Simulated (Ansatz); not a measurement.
## Is this MgCd2O3 structure a true minimum?

It was reached by relaxing an invented guess, and it needn't be the stable form of this composition.

Computed with DFT PBE, scalar-relativistic, plane waves, PAW in Ansatz 0.2.0. Plane waves to 420 eV, a k mesh through Γ of 12×12×4 on the computed 6-atom cell and Gaussian smearing (0.02 eV); no spin polarisation.

The cell below (6 atoms, space group P-3m1 (No. 164)) is relaxed within its symmetry.

```cif
data_structure
_symmetry_space_group_name_H-M 'P 1'
_symmetry_Int_Tables_number 1
_cell_length_a 3.2382
_cell_length_b 3.2382
_cell_length_c 8.0911
_cell_angle_alpha 90.000
_cell_angle_beta 90.000
_cell_angle_gamma 120.000
_cell_volume 73.47
loop_
_atom_site_label
_atom_site_type_symbol
_atom_site_fract_x
_atom_site_fract_y
_atom_site_fract_z
_atom_site_occupancy
Mg1 Mg 0.00000 0.00000 0.00000 1
Cd1 Cd 0.66667 0.33333 0.32323 1
Cd2 Cd 0.33333 0.66667 0.67677 1
O1 O 0.66667 0.33333 0.85864 1
O2 O 0.33333 0.66667 0.14136 1
O3 O 0.00000 0.00000 0.50000 1
```

For the test a repeat of it with 12 atoms (edges 3.24, 5.61, 8.09 Å) was strained at random (σ = 1.5 % a component), the atoms were moved at random (σ = 0.05 Å), and all was relaxed again on a coarse 4×4×2 mesh (in the run’s order of axes) with 0.10 eV smearing, with no symmetry imposed.

Problem. Does it come back?

Solution. It returns, within 1 meV/atom of the unmoved cell on that mesh and with the same symmetry when read at 0.1 Å. No instability shows in this cell; modes of other wave vectors, which need another repeat, aren't tested.
